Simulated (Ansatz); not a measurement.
**Pressure coefficients of GdO**

```
Gd O
1.0
     0.00000    2.70000    2.70000
     2.70000    0.00000    2.70000
     2.70000    2.70000    0.00000
Gd O
1 1
Direct
  0.00000 0.00000 0.00000
  0.75000 0.75000 0.75000
```

The cell is COD entry 1539084, as deposited and not checked against the literature; nothing was relaxed.

Where the f shell is localised, expect the real compound to differ from this run without U.

Other magnetic orders may lie lower; this is the state that the run reached.

Spin–orbit coupling is left out, though it moves levels of the heavy atoms by tenths of an eV or more.

The calculation used Ansatz 0.2.0, DFT, PBE, all-electron LAPW, scalar-relativistic.

Numerical set-up: a Γ-centred 12×12×12 k mesh, Fermi–Dirac smearing of 0.08 eV, basis error target 1 meV/atom, spin-polarised from start moments Gd1 7 μB.

The cell is scaled evenly with fractional coordinates held.

| V/V(cell) | P (GPa) | cell moment (μB) |
| --- | --- | --- |
| 0.9405 | 5.89 | 7.515 |
| 0.9800 | 1.43 | 7.517 |
| 1.0000 | -0.51 | 7.514 |
| 1.0200 | -2.25 | 7.510 |

From the rows at 0.9800 and 1.0200, what is the bulk modulus at the cell's volume?

B = −ΔP/Δln V = −[(-2.25) − (1.43)]/0.04001 = 92.0 GPa.

How does the moment scale with volume?

dln M/dln V = ln(7.510/7.517)/0.04001 = -0.02: the moment hardly moves, as with a saturated or integer moment.

Predict the row at V/V(cell) = 1.0600. How far is a linear estimate of P off?

P = -5.22 GPa, moment 7.497 μB. The linear estimate P(cell) − B ln(V/V(cell)) = -5.87 GPa misses by 0.65 GPa, since the modulus falls on expansion.
